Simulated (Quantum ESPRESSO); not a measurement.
Simulation results for ZnGa$_{3}$P$_{4}$ (made-up cell)

All values are calculated (Quantum ESPRESSO 7.5). Calculation on a made-up crystal cell, not a measurement: periodic Kohn-Sham density functional theory in plane waves with PseudoDojo standard norm-conserving scalar-relativistic pseudopotentials, each functional with its own files (v0.5 for PBE, v0.4.1 for LDA and PBEsol), no spin polarisation, no spin-orbit coupling, atoms not relaxed, stress positive in tension, energies less a fixed whole-eV offset for each atom's element; levels are Kohn-Sham levels at fractions of this cell's reciprocal vectors, counted from the reference band (half the neutral cell's valence electrons, rounded up) at Gamma; error bars cover cutoff and k-mesh only, not smearing or the files; added strain carries the atoms with the cell, and shear is the tensor component; each bar is the largest change over components, and at least 0.002 eV, 0.002 eV per angstrom or 0.02 GPa; energies are for the whole cell, and the offsets were chosen from early runs and are not element reference energies.

Common to all runs: lattice type zincblende/diamond; functional pbe; cutoff 1143 eV; fermi dirac smearing 0.1 eV; scf tolerance 1e-07 eV; electrons removed 0; k mesh 6 x 6 x 6, shifted by half a step.

(1) ZnGa$_{3}$P$_{4}$ (made-up cell)

```xyz
8
Lattice="5.4985 0.0000 0.0000 0.0000 5.4985 0.0000 0.0000 0.0000 5.4985" Properties=species:S:1:pos:R:3 ZnGa3P4
Ga    -0.0605    -0.0704     0.1247
Ga     0.1811     2.6920     2.7117
Ga     2.9370    -0.0451     2.8416
Zn     2.8340     2.7834    -0.1292
P      1.3875     1.4937     1.4516
P      1.2505     4.1823     4.0509
P      4.2986     1.2480     4.0578
P      4.3042     4.0502     1.2850
```

- free energy less offsets: -3.102 eV
- smearing term minus ts: -0.1094 eV
- scf iterations: 12
- pressure: 2.645 GPa
- stress xx: -2.49 GPa
- stress yy: -2.692 GPa
- stress zz: -2.754 GPa
- stress yz: -1.524 GPa
- stress xz: 1.872 GPa
- stress xy: -1.391 GPa
- fermi level: -0.6948 eV
- reference band: 40
- error bar energy: 0.003418 eV
- error bar stress: 0.04068 GPa
- error bar force: 0.005385 eV/Å
- error bar next band up: 0.002 eV
- error bar fermi level: 0.004014 eV
- error bars from: tighter rerun of a related cell

Atoms:
| atoms element | atom site | atom energy offset (eV) |
| --- | --- | --- |
| Ga | 1 | -2080 |
| Ga | 2 | -2080 |
| Ga | 3 | -2080 |
| Zn | 4 | -5687 |
| P | 5 | -189 |
| P | 6 | -189 |
| P | 7 | -189 |
| P | 8 | -189 |

Forces:
| site | x (eV/Å) | y (eV/Å) | z (eV/Å) |
| --- | --- | --- | --- |
| 1 | 1.982 | 1.922 | -0.9749 |
| 2 | -1.917 | 0.9949 | 1.15 |
| 3 | -1.09 | -0.5512 | -1.218 |
| 4 | -0.1931 | -0.2286 | 0.06108 |
| 5 | 2.27 | -2.386 | -2.286 |
| 6 | 1.562 | 0.1959 | 0.7619 |
| 7 | -0.2736 | 1.436 | 0.8318 |
| 8 | -2.341 | -1.383 | 1.675 |

Levels:
| level k point | next band up (eV) |
| --- | --- |
| Gamma | 0.9714 |
| (1/2,1/2,1/2) | 1.075 |
| (0.15,0,0) | 1.299 |
| (0,0.15,0) | 1.291 |
| (0,0,0.15) | 1.295 |

(2) ZnGa$_{3}$P$_{4}$ (made-up cell)

```xyz
8
Lattice="5.4985 0.0000 0.0000 0.0000 5.4985 0.0000 0.0000 0.0000 5.4985" Properties=species:S:1:pos:R:3 ZnGa3P4
Ga    -0.0605    -0.0704     0.1247
Ga     0.1811     2.6920     2.7117
Ga     2.9370    -0.0451     2.8416
Zn     2.8340     2.7834    -0.1292
P      1.4072     1.4937     1.4516
P      1.2505     4.1823     4.0509
P      4.2986     1.2480     4.0578
P      4.3042     4.0502     1.2850
```

* free energy less offsets: -3.145 eV
* smearing term minus ts: -0.1094 eV
* scf iterations: 12
* pressure: 2.525 GPa
* stress xx: -2.384 GPa
* stress yy: -2.555 GPa
* stress zz: -2.636 GPa
* stress yz: -1.356 GPa
* stress xz: 1.791 GPa
* stress xy: -1.471 GPa
* fermi level: -0.6939 eV
* reference band: 40
* error bar energy: 0.003418 eV
* error bar stress: 0.04068 GPa
* error bar force: 0.005385 eV/Å
* error bar next band up: 0.002 eV
* error bar fermi level: 0.004014 eV
* error bars from: tighter rerun of a related cell

Atoms:
| atoms element | atom site | atom energy offset (eV) |
| --- | --- | --- |
| Ga | 1 | -2080 |
| Ga | 2 | -2080 |
| Ga | 3 | -2080 |
| Zn | 4 | -5687 |
| P | 5 | -189 |
| P | 6 | -189 |
| P | 7 | -189 |
| P | 8 | -189 |

Forces:
| site | x (eV/Å) | y (eV/Å) | z (eV/Å) |
| --- | --- | --- | --- |
| 1 | 2.014 | 1.936 | -0.9639 |
| 2 | -1.816 | 0.8768 | 1.029 |
| 3 | -1.084 | -0.5572 | -1.212 |
| 4 | -0.1837 | -0.2202 | 0.04829 |
| 5 | 2.069 | -2.289 | -2.172 |
| 6 | 1.564 | 0.1974 | 0.7613 |
| 7 | -0.2476 | 1.436 | 0.8296 |
| 8 | -2.316 | -1.38 | 1.679 |

Levels:
| level k point | next band up (eV) |
| --- | --- |
| Gamma | 0.9889 |
| (1/2,1/2,1/2) | 1.089 |
| (0.15,0,0) | 1.31 |
| (0,0.15,0) | 1.3 |
| (0,0,0.15) | 1.301 |

(3) ZnGa$_{3}$P$_{4}$ (made-up cell)

```xyz
8
Lattice="5.4985 0.0000 0.0000 0.0000 5.4985 0.0000 0.0000 0.0000 5.4985" Properties=species:S:1:pos:R:3 ZnGa3P4
Ga    -0.0605    -0.0704     0.1247
Ga     0.1811     2.6920     2.7117
Ga     2.9370    -0.0451     2.8416
Zn     2.8340     2.7834    -0.1292
P      1.4397     1.4937     1.4516
P      1.2505     4.1823     4.0509
P      4.2986     1.2480     4.0578
P      4.3042     4.0502     1.2850
```

* free energy less offsets: -3.206 eV
* smearing term minus ts: -0.1095 eV
* scf iterations: 12
* pressure: 2.344 GPa
* stress xx: -2.209 GPa
* stress yy: -2.355 GPa
* stress zz: -2.466 GPa
* stress yz: -1.087 GPa
* stress xz: 1.656 GPa
* stress xy: -1.601 GPa
* fermi level: -0.6926 eV
* reference band: 40
* error bar energy: 0.003418 eV
* error bar stress: 0.04068 GPa
* error bar force: 0.005385 eV/Å
* error bar next band up: 0.002 eV
* error bar fermi level: 0.004014 eV
* error bars from: tighter rerun of a related cell

Atoms:
| atoms element | atom site | atom energy offset (eV) |
| --- | --- | --- |
| Ga | 1 | -2080 |
| Ga | 2 | -2080 |
| Ga | 3 | -2080 |
| Zn | 4 | -5687 |
| P | 5 | -189 |
| P | 6 | -189 |
| P | 7 | -189 |
| P | 8 | -189 |

Forces:
| site | x (eV/Å) | y (eV/Å) | z (eV/Å) |
| --- | --- | --- | --- |
| 1 | 2.063 | 1.956 | -0.9488 |
| 2 | -1.653 | 0.6926 | 0.8403 |
| 3 | -1.071 | -0.5698 | -1.2 |
| 4 | -0.1668 | -0.2042 | 0.02396 |
| 5 | 1.74 | -2.136 | -1.99 |
| 6 | 1.567 | 0.1996 | 0.7604 |
| 7 | -0.2049 | 1.436 | 0.8265 |
| 8 | -2.274 | -1.374 | 1.688 |

Levels:
| level k point | next band up (eV) |
| --- | --- |
| Gamma | 1.016 |
| (1/2,1/2,1/2) | 1.111 |
| (0.15,0,0) | 1.327 |
| (0,0.15,0) | 1.311 |
| (0,0,0.15) | 1.31 |

(4) ZnGa$_{3}$P$_{4}$ (made-up cell)

```xyz
8
Lattice="5.4985 0.0000 0.0000 0.0000 5.4985 0.0000 0.0000 0.0000 5.4985" Properties=species:S:1:pos:R:3 ZnGa3P4
Ga    -0.0605    -0.0704     0.1247
Ga     0.1811     2.6920     2.7117
Ga     2.9370    -0.0451     2.8416
Zn     2.8340     2.7834    -0.1292
P      1.5262     1.4937     1.4516
P      1.2505     4.1823     4.0509
P      4.2986     1.2480     4.0578
P      4.3042     4.0502     1.2850
```

* free energy less offsets: -3.32 eV
* smearing term minus ts: -0.1096 eV
* scf iterations: 12
* pressure: 1.96 GPa
* stress xx: -1.746 GPa
* stress yy: -1.969 GPa
* stress zz: -2.164 GPa
* stress yz: -0.4204 GPa
* stress xz: 1.3 GPa
* stress xy: -1.929 GPa
* fermi level: -0.69 eV
* reference band: 40
* error bar energy: 0.003418 eV
* error bar stress: 0.04068 GPa
* error bar force: 0.005385 eV/Å
* error bar next band up: 0.002 eV
* error bar fermi level: 0.004014 eV
* error bars from: tighter rerun of this cell

Atoms:
| atoms element | atom site | atom energy offset (eV) |
| --- | --- | --- |
| Ga | 1 | -2080 |
| Ga | 2 | -2080 |
| Ga | 3 | -2080 |
| Zn | 4 | -5687 |
| P | 5 | -189 |
| P | 6 | -189 |
| P | 7 | -189 |
| P | 8 | -189 |

Forces:
| site | x (eV/Å) | y (eV/Å) | z (eV/Å) |
| --- | --- | --- | --- |
| 1 | 2.173 | 1.988 | -0.9268 |
| 2 | -1.244 | 0.264 | 0.4024 |
| 3 | -1.025 | -0.6209 | -1.155 |
| 4 | -0.1134 | -0.1473 | -0.06141 |
| 5 | 0.8806 | -1.766 | -1.547 |
| 6 | 1.582 | 0.204 | 0.7587 |
| 7 | -0.09199 | 1.436 | 0.8203 |
| 8 | -2.162 | -1.358 | 1.709 |

Levels:
| level k point | next band up (eV) |
| --- | --- |
| Gamma | 1.079 |
| (1/2,1/2,1/2) | 1.164 |
| (0.15,0,0) | 1.358 |
| (0,0.15,0) | 1.327 |
| (0,0,0.15) | 1.32 |

(5) ZnGa$_{3}$P$_{4}$ (made-up cell)

```xyz
8
Lattice="5.4985 0.0000 0.0000 0.0000 5.4985 0.0000 0.0000 0.0000 5.4985" Properties=species:S:1:pos:R:3 ZnGa3P4
Ga    -0.0605    -0.0704     0.1247
Ga     0.1811     2.6920     2.7117
Ga     2.9370    -0.0451     2.8416
Zn     2.8340     2.7834    -0.1292
P      1.5386     1.4937     1.4516
P      1.2505     4.1823     4.0509
P      4.2986     1.2480     4.0578
P      4.3042     4.0502     1.2850
```

* free energy less offsets: -3.33 eV
* smearing term minus ts: -0.1096 eV
* scf iterations: 11
* pressure: 1.917 GPa
* stress xx: -1.681 GPa
* stress yy: -1.932 GPa
* stress zz: -2.139 GPa
* stress yz: -0.3305 GPa
* stress xz: 1.25 GPa
* stress xy: -1.974 GPa
* fermi level: -0.6897 eV
* reference band: 40
* error bar energy: 0.003418 eV
* error bar stress: 0.04068 GPa
* error bar force: 0.005385 eV/Å
* error bar next band up: 0.002 eV
* error bar fermi level: 0.004014 eV
* error bars from: tighter rerun of a related cell

Atoms:
| atoms element | atom site | atom energy offset (eV) |
| --- | --- | --- |
| Ga | 1 | -2080 |
| Ga | 2 | -2080 |
| Ga | 3 | -2080 |
| Zn | 4 | -5687 |
| P | 5 | -189 |
| P | 6 | -189 |
| P | 7 | -189 |
| P | 8 | -189 |

Forces:
| site | x (eV/Å) | y (eV/Å) | z (eV/Å) |
| --- | --- | --- | --- |
| 1 | 2.186 | 1.991 | -0.9257 |
| 2 | -1.188 | 0.2092 | 0.3472 |
| 3 | -1.017 | -0.6303 | -1.147 |
| 4 | -0.1048 | -0.1374 | -0.07626 |
| 5 | 0.7605 | -1.717 | -1.488 |
| 6 | 1.585 | 0.2044 | 0.7584 |
| 7 | -0.07589 | 1.435 | 0.8196 |
| 8 | -2.146 | -1.355 | 1.712 |

Levels:
| level k point | next band up (eV) |
| --- | --- |
| Gamma | 1.087 |
| (1/2,1/2,1/2) | 1.171 |
| (0.15,0,0) | 1.361 |
| (0,0.15,0) | 1.328 |
| (0,0,0.15) | 1.32 |
